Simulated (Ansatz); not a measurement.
**Computed properties of TlPd$_{3}$**

TlPd3:
Space group I4/mmm (No. 139); a = 4.175 Å, b = 4.175 Å, c = 7.585 Å, α = 90.00°, β = 90.00°, γ = 90.00°

```csv
atom,site,symmetry,x,y,z
Tl,2a,4/mmm,0.0000,0.0000,0.0000
Pd,4d,-4m2,0.0000,0.5000,0.2500
Pd,2b,4/mmm,0.0000,0.0000,0.5000
```
(The calculation used a cell of 4 atoms; values per cell refer to that cell.)

Space group I4/mmm (No. 139); conventional cell a = b = 4.175 Å, c = 7.585 Å, α = β = γ = 90.00°.

Method: plane-wave PAW r²SCAN (Ansatz code). Geometry: relaxed at this level of theory. Other levels are named where they apply.

Cell and energy:

- Volume per atom = 16.52 Å³
- Density = 13.16 g/cm³
- Formation energy from the elements (no fitted shifts) = -0.25 eV/atom

Electronic structure:

- Electronic character = metallic (no gap)
- Density of states at the Fermi level = 0.35 states/eV per atom (mean over ±0.08 eV)

Charges:

* **Bader charges**: Tl +0.44, Pd -0.15 e

The workflow started from an entry of the Crystallography Open Database (COD). Whether it is the stable phase at ambient conditions was not checked. The cell was relaxed with r²SCAN under the symmetry of its start; whether a distortion lowers the energy is not shown. No spin polarisation was allowed. Axis ratios of metals converge slowly with the k-mesh, so a and c are less sure than the volume. The references are the lowest solids computed at this level, not always the standard phases. Spin–orbit coupling is left out wherever it is not named.

Potentials: the later of the program's two PAW sets.
